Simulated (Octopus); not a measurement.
AlTi₃ (P63/mmc, No. 194):
```
CELL_PARAMETERS angstrom
      5.74770     0.00000     0.00000
     -2.87385     4.97765     0.00000
      0.00000     0.00000     4.63055
ATOMIC_POSITIONS crystal
  Ti 0.82990 0.65980 0.25000
  Ti 0.17010 0.34020 0.75000
  Ti 0.17010 0.82990 0.75000
  Ti 0.82990 0.17010 0.25000
  Ti 0.34020 0.17010 0.25000
  Ti 0.65980 0.82990 0.75000
  Al 0.33333 0.66667 0.25000
  Al 0.66667 0.33333 0.75000
```
The cell is a database entry, not relaxed again.

Level: LDA. Code: Octopus 16.4. Numerical set-up: grid spacing about 0.16 Å, Γ-centred 6×6×6 k-mesh, Fermi-Dirac smearing of 0.1 eV, no spin polarisation; PseudoDojo 0.4 LDA potentials.

Energies in eV against the Fermi level; 78 electrons a cell outside the pseudopotentials' cores.

```json
[
 {"k-point (reduced)": "Γ (0.000, 0.000, 0.000)", "band 35": "-1.28", "band 36": "-0.93", "band 37": "-0.93", "band 38": "-0.52", "band 39": "-0.19", "band 40": "0.01", "band 41": "0.69", "band 42": "0.70"},
 {"k-point (reduced)": "M (0.500, 0.000, 0.000)", "band 35": "-0.85", "band 36": "-0.78", "band 37": "-0.59", "band 38": "-0.40", "band 39": "-0.37", "band 40": "0.50", "band 41": "0.51", "band 42": "0.65"},
 {"k-point (reduced)": "K (0.333, 0.333, 0.000)", "band 35": "-0.64", "band 36": "-0.59", "band 37": "-0.59", "band 38": "-0.18", "band 39": "-0.18", "band 40": "0.30", "band 41": "0.48", "band 42": "0.48"},
 {"k-point (reduced)": "A (0.000, 0.000, 0.500)", "band 35": "-0.67", "band 36": "-0.67", "band 37": "-0.52", "band 38": "-0.52", "band 39": "-0.11", "band 40": "-0.11", "band 41": "0.47", "band 42": "0.47"},
 {"k-point (reduced)": "L (0.500, 0.000, 0.500)", "band 35": "-0.38", "band 36": "-0.38", "band 37": "-0.18", "band 38": "-0.18", "band 39": "0.01", "band 40": "0.01", "band 41": "0.25", "band 42": "0.25"},
 {"k-point (reduced)": "H (0.333, 0.333, 0.500)", "band 35": "-0.46", "band 36": "-0.46", "band 37": "-0.35", "band 38": "-0.35", "band 39": "-0.14", "band 40": "-0.14", "band 41": "0.54", "band 42": "0.54"}
]
```
